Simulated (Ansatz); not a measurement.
The start is a generated cell, Al placed in the AFLOW prototype A_tP12_96_ab (as in Si). A full variable-cell relaxation at zero pressure is run with PBE (plane waves to 420 eV, PAW, scalar-relativistic; Ansatz, a quantum-chemistry and plane-wave program). First-step values are on the input's coarse k-mesh.

Ansatz input (later rounds restart from its end on a renewed k-mesh):
Ansatz 0.2 input:
```yaml
crystal:
  lattice:
    - [5.5619271, 0, 0]
    - [0, 5.5619271, 0]
    - [0, 0, 7.0080268]
  atoms:
    - { symbol: Al, position: [0.0849, 0.0849, 0] }
    - { symbol: Al, position: [0.5849, 0.4151, 0.25] }
    - { symbol: Al, position: [0.4151, 0.5849, 0.75] }
    - { symbol: Al, position: [0.9151, 0.9151, 0.5] }
    - { symbol: Al, position: [0.1752, 0.3792, 0.2742] }
    - { symbol: Al, position: [0.6752, 0.1208, 0.9758] }
    - { symbol: Al, position: [0.3248, 0.8792, 0.4758] }
    - { symbol: Al, position: [0.8248, 0.6208, 0.7742] }
    - { symbol: Al, position: [0.6208, 0.8248, 0.2258] }
    - { symbol: Al, position: [0.1208, 0.6752, 0.0242] }
    - { symbol: Al, position: [0.8792, 0.3248, 0.5242] }
    - { symbol: Al, position: [0.3792, 0.1752, 0.7258] }
basis: { ecutwfc: 420, ecutrho_ratio: 4, xc_grid: 2, fft_grid_basis: typed }
kpoints: { mp_grid: { grid: [5, 5, 4] } }
hamiltonian:
  xc: pbe
  dispersion: none
  pseudopotentials: { azcp: { folder: ./paw }, kind: paw }
scf: { occupations: { method: fermi_dirac, width: 0.05 } }
relax: { f_tol: 0.01, max_steps: 100, cell: { stress_tol: 0.02 } }
output: { forces: true, stress: true }
```

**Question.** How large is the pressure on the unrelaxed cell, and of which sign?

**Answer.** +18.4 GPa (positive: the cell is compressed).

**Question.** Which atoms feel the largest initial force, and how large is it?

**Answer.** 2.73 eV/Å, on Al1, Al2, Al3, Al4 (atoms numbered as listed).

**Question.** How much energy is released per atom?

**Answer.** 0.68 eV/atom.

**Question.** How does the volume change?

**Answer.** -0.4 %, from 18.07 to 18.00 Å³/atom.

**Question.** How do the shortest distances between atoms change?

**Answer.** The closest pairs of elements (up to four, under 3.6 Å), start → end: Al–Al 2.29 → 2.68 Å.

**Question.** What band gap does the relaxed structure have at this level?

**Answer.** Zero (metallic).

The space group stays P4₃2₁2 (No. 96) (the run could not lower it), with 12 atoms in the primitive cell. Final values are on a 8×8×5 k-mesh of the relaxed cell. No spin polarisation in the result.

The run could not lose the symmetry of its start: the end is stationary, and may be a saddle point rather than a minimum.

The relaxed structure here is a generated cell of Al: the first start was made by placing the elements on the sites of a structure type, and the end was not matched to a known phase here, so it may be hypothetical. Known forms of Al include space group No. 225.
